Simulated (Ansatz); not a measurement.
Computed with Ansatz 0.2.0, DFT PBE, scalar-relativistic, plane waves, PAW. The final run on the 12-atom cell used 420 eV, a Γ-centred 10×8×4 mesh, 0.02 eV smearing and no spin polarisation.

Formation energies are uncorrected and count from the elements' standard states at the same level.

Question: Suggest a trial structure for an orthorhombic narrow-gap semiconductor that holds Al and 2 more elements, with a gap near 0.3 eV, a formation energy near −1.46 eV/atom and a density near 5.55 g/cm³, in a cell of 12 atoms.

Answer: Y5AlN6, space group Pmmm (No. 47). Y on a site of symmetry mm2 has 6 N at 2.33–2.43 Å, 8 Y at 3.20–3.47 Å and 4 Al at 3.36 Å; around Y on a second site of symmetry mm2 lie 6 N at 2.43–2.48 Å and 1 Al at 3.30 Å; Al has 4 N at 2.25 Å, 2 N at 2.43 Å, 10 Y at 3.30–3.36 Å and 2 Al at 3.38 Å; around N on a site of symmetry mm2 lie 2 Al at 2.25 Å and 4 Y at 2.43–2.48 Å; 4 more sites not described.

```
CELL_PARAMETERS angstrom
3.37785 0.00000 0.00000
0.00000 4.85998 0.00000
0.00000 0.00000 10.13396
ATOMIC_POSITIONS crystal
Y 0.00000 0.00000 0.84195
Y 0.00000 0.00000 0.15805
Y 0.50000 0.50000 0.32572
Y 0.00000 0.00000 0.50000
Y 0.50000 0.50000 0.67428
Al 0.50000 0.50000 0.00000
N 0.00000 0.50000 0.85305
N 0.50000 0.00000 0.00000
N 0.00000 0.50000 0.14695
N 0.50000 0.00000 0.33024
N 0.00000 0.50000 0.50000
N 0.50000 0.00000 0.66976
```

The volume per atom is 13.86 Å³. The density is 5.55 g/cm³ and the formation energy is −1.463 eV/atom. The gap on the 10×8×4 mesh of the 12-atom cell is 0.32 eV.

The structure comes from a generated guess, relaxed at this level; another structure or a mixture of phases may lie lower. The answer needn't be unique; the calculation gave this one.

Kohn–Sham gaps at this level usually fall short of measured ones. Small gaps are read on the mesh alone, and bands can cross between its points. Symmetry constrained the relaxation, so the result can be a saddle point.
